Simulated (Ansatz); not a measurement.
# Data sheet: FeTeAs (DFT)

FeTeAs:
```
CELL_PARAMETERS angstrom
      6.20162     0.00000     0.00000
      0.00000     6.10227     0.00000
     -2.54583     0.00000     5.68247
ATOMIC_POSITIONS crystal
  Fe 0.28539 0.99064 0.29223
  Fe 0.71461 0.00936 0.70777
  Fe 0.71461 0.49064 0.20777
  Fe 0.28539 0.50936 0.79223
  Te 0.15359 0.37156 0.36582
  Te 0.84641 0.62844 0.63418
  Te 0.84641 0.87156 0.13418
  Te 0.15359 0.12844 0.86582
  As 0.35696 0.64778 0.16242
  As 0.64304 0.35222 0.83758
  As 0.64304 0.14778 0.33758
  As 0.35696 0.85222 0.66242
```

Space group P2_1/c (No. 14); conventional cell a = 6.2016 Å, b = 6.1023 Å, c = 6.2267 Å, α = γ = 90.00°, β = 114.13°.

Method: plane-wave PAW r²SCAN (Ansatz code). Geometry: relaxed at this level of theory. Other levels are named where they apply.

**Cell and energy**

```json
{
 "volume_per_atom": "17.92 Å³",
 "density": "7.98 g/cm³"
}
```

**Electronic structure**

```json
{
 "band_gap": "0.93 eV (direct)",
 "valence_band_maximum": "at Y2 (k = 0.500, 0.000, 0.000 in fractions of the reciprocal vectors)",
 "conduction_band_minimum": "at Y2 (k = 0.500, 0.000, 0.000 in fractions of the reciprocal vectors)",
 "electron_effective_mass": "1.0, 2.7, 6.4 mₑ (principal values)",
 "hole_effective_mass": "0.86, 1.0, 1.9 mₑ (principal values)"
}
```

**Mechanics**

```json
{
  "Bulk modulus (Birch–Murnaghan fit)": "117 GPa",
  "Pressure derivative B′": "4.9"
}
```

**Charges**

```json
{
  "bader_charges": "Fe +0.27, Te -0.07, As -0.20 e"
}
```

The first step of the workflow began from a Materials Project structure, measured or hypothetical; the Crystallography Open Database copy checked does not list it. Whether it is the stable phase at ambient conditions was not checked. The r²SCAN relaxation kept the symmetry of its start; whether a distortion lowers the energy is not shown. No spin polarisation was allowed. Scalar-relativistic: spin–orbit coupling is off unless named, which matters more the heavier the elements.

Potentials: the later of the program's two PAW sets.
